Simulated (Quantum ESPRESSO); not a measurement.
```
CELL_PARAMETERS angstrom
     -2.04268     2.04268     7.14272
      2.04268    -2.04268     7.14272
      2.04268     2.04268    -7.14272
ATOMIC_POSITIONS crystal
  Li 0.25000 0.75000 0.50000
  S  0.65821 0.65821 0.00000
  S  0.34179 0.34179 0.00000
  Zn 0.75000 0.25000 0.50000
  Cs 0.00000 0.00000 0.00000
```

The geometry is that of Materials Project entry mp-1225887, symmetrised and not relaxed again.

Task: What does PBEsol (Quantum ESPRESSO, PseudoDojo norm-conserving, 84 Ry, scalar-relativistic) give for the electronic structure near the Fermi level?

Result: The PBEsol gap is direct, 2.36 eV at Γ. 

The structure is a Materials Project entry; no match was found in the copy of COD used, and its stability was not checked.
